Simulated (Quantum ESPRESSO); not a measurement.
Mg4S3O (made-up cell), Mg4Se3O (made-up cell) (calculated)

Computed with Quantum ESPRESSO 7.5. Calculation on a made-up crystal cell, not a measurement: periodic Kohn-Sham density functional theory in plane waves with PseudoDojo standard norm-conserving scalar-relativistic pseudopotentials, each functional with its own files (v0.5 for PBE, v0.4.1 for LDA and PBEsol), no spin polarisation, no spin-orbit coupling, atoms not relaxed, stress positive in tension, energies less a fixed whole-eV offset for each atom's element; levels are Kohn-Sham levels at fractions of this cell's reciprocal vectors, counted from the reference band (half the neutral cell's valence electrons, rounded up) at Gamma; error bars cover cutoff and k-mesh only, not smearing or the files; added strain carries the atoms with the cell, and shear is the tensor component; each bar is the largest change over components, and at least 0.002 eV, 0.002 eV per angstrom or 0.02 GPa; energies are for the whole cell, and the offsets were chosen from early runs and are not element reference energies.

Settings shared by all entries: functional pbe; fermi dirac smearing 0.025 eV; scf tolerance 1e-07 eV; electrons removed 0; k mesh 4 x 4 x 4, shifted by half a step.

(1) 
```xyz
8
Lattice="5.7862 0.0289 -0.0065 0.0289 5.7045 -0.0201 -0.0065 -0.0201 5.7824" Properties=species:S:1:pos:R:3 formula=Mg4S3O lattice_type=zincblende/diamond cutoff=1143
Mg    -0.0492    -0.0054     0.0090
Mg     0.0069     2.8341     2.8904
Mg     2.9085    -0.0212     2.8713
Mg     2.9324     2.9046    -0.0208
O      1.4869     1.4646     1.4443
S      1.4123     4.3060     4.2917
S      4.3468     1.3820     4.3615
S      4.3535     4.3030     1.4290
```

Units: cutoff in eV.

Atoms:
```tsv
atoms element	atom site	atom energy offset (eV)
Mg	1	-1617
Mg	2	-1617
Mg	3	-1617
Mg	4	-1617
O	5	-452
S	6	-302
S	7	-302
S	8	-302
```

(2) 
```xyz
8
Lattice="4.1400 0.0249 -0.0463 0.0432 7.1552 0.0632 -0.0756 0.0596 6.7785" Properties=species:S:1:pos:R:3 formula=Mg4Se3O lattice_type=wurtzite cutoff=1170
Mg     0.0199    -0.2061    -0.0268
Mg     2.0028     3.6012     0.1330
Mg     2.1037     1.2331     3.4123
Mg    -0.0490     4.8256     3.5565
O     -0.0495    -0.0032     2.3694
Se     2.0512     3.5070     2.4534
Se     2.0039     1.1091     5.9898
Se    -0.0238     4.7724     6.0631
```

Units: cutoff in eV.

Atoms:
```tsv
atoms element	atom site	atom energy offset (eV)
Mg	1	-1617
Mg	2	-1617
Mg	3	-1617
Mg	4	-1617
O	5	-452
Se	6	-3300
Se	7	-3300
Se	8	-3300
```

Questions
1. Estimate the stress zz of Mg4S3O (made-up cell) (entry 1).
2. Estimate the stress xz of Mg4S3O (made-up cell) (entry 1).
3. Mg4Se3O (made-up cell) (entry 2): stress xy?
4. Mg4Se3O (made-up cell) (entry 2): stress yz?
5. Give the table of levels values for Mg4Se3O (made-up cell) (entry 2).

Calculated values
1. 5.978 GPa
2. -0.2897 GPa
3. 0.7464 GPa
4. 0.9406 GPa
5. 
Levels:
```tsv
level k point	next band up (eV)
Gamma	1.483
(1/2,1/2,1/2)	3.023
(0.15,0,0)	2.118
(0,0.15,0)	1.747
(0,0,0.15)	1.798
```

Further results for Mg4S3O (made-up cell) (entry 1):

* free energy less offsets: 3.816 eV
* smearing term minus ts: 0 eV
* scf iterations: 11
* pressure: -5.957 GPa
* stress xx: 6.177 GPa
* stress yy: 5.717 GPa
* stress yz: -0.488 GPa
* stress xy: 0.3093 GPa
* reference band: 32
* error bar energy: 0.002 eV
* error bar stress: 0.02 GPa
* error bar force: 0.003542 eV/Å
* error bar next band up: 0.002 eV
* error bars from: tighter rerun of a related cell

Forces:
```tsv
site	x (eV/Å)	y (eV/Å)	z (eV/Å)
1	1.106	0.7389	0.8561
2	0.8977	-0.9625	-0.8579
3	-1.084	1.065	-0.647
4	-1.083	-0.9149	0.7076
5	-0.1174	-0.0206	0.1212
6	0.2943	-0.143	0.1382
7	-0.1459	0.3913	-0.3049
8	0.1326	-0.1544	-0.01332
```

Levels:
```tsv
level k point	next band up (eV)
Gamma	2.016
(1/2,1/2,1/2)	3.403
(0.15,0,0)	2.356
(0,0.15,0)	2.366
(0,0,0.15)	2.361
```

Further results for Mg4Se3O (made-up cell) (entry 2):

* free energy less offsets: 0.9764 eV
* smearing term minus ts: 0 eV
* scf iterations: 12
* pressure: -0.9995 GPa
* stress xx: 1.543 GPa
* stress yy: 0.3404 GPa
* stress zz: 1.115 GPa
* stress xz: -1.276 GPa
* reference band: 47
* error bar energy: 0.008563 eV
* error bar stress: 0.09729 GPa
* error bar force: 0.01209 eV/Å
* error bar next band up: 0.002 eV
* error bars from: tighter rerun of a related cell

Forces:
```tsv
site	x (eV/Å)	y (eV/Å)	z (eV/Å)
1	-0.03972	1.494	2.499
2	0.8578	-0.9014	-1.402
3	0.1258	-1.998	-1.169
4	0.1207	1.25	-1.538
5	-0.1023	-0.3861	0.6101
6	-0.03603	0.83	2.11
7	-0.03028	0.6196	-0.387
8	-0.896	-0.9077	-0.7229
```
